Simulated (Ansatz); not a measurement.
A geometry of AlAu away from equilibrium: step 8 of the relaxation of a relaxed AlAu cell shaken by Gaussian noise of σ = 0.08 Å a coordinate. The numbers are results of PBEsol (plane waves to 420 eV, PAW, scalar-relativistic; Ansatz, a quantum-chemistry and plane-wave program), not measurements. Γ-centred k-mesh 4×4×11 on the run's cell (coarser than for final values), Fermi–Dirac smearing 0.05 eV. The plane waves were selected for a different cell earlier on the path.

```yaml
crystal:
  lattice:
    - [7.73655, -0.11611, -0.07271]
    - [-0.11611, 7.69316, 0.18303]
    - [-0.02561, 0.06448, 2.75206]
  atoms:
    - { symbol: Al, position: [0.87543, 0.13569, 0.30234] }
    - { symbol: Al, position: [0.38243, 0.37129, 0.16217] }
    - { symbol: Al, position: [0.61474, 0.63673, 0.28413] }
    - { symbol: Al, position: [0.11956, 0.87212, 0.24056] }
    - { symbol: Au, position: [0.83281, 0.82048, 0.76457] }
    - { symbol: Au, position: [0.33145, 0.69382, 0.80041] }
    - { symbol: Au, position: [0.68030, 0.33464, 0.76070] }
    - { symbol: Au, position: [0.18389, 0.16743, 0.70118] }
```

What forces act on the atoms (eV/Å)?


```tsv
atom	Fx	Fy	Fz
Al1	-0.08	-0.05	-0.26
Al2	-0.22	-0.07	0.36
Al3	0.40	0.10	0.03
Al4	0.30	-0.06	0.20
Au5	-0.19	0.24	-0.04
Au6	-0.07	-0.26	-0.23
Au7	-0.01	0.05	-0.10
Au8	-0.13	0.04	0.04
```

The path ends in P4/mbm (No. 127). No spin polarisation in the result.

The end of the path is a generated cell of AlAu: the first start was made by placing the elements on the sites of a structure type, and the end was not matched to a known phase here, so it may be hypothetical.
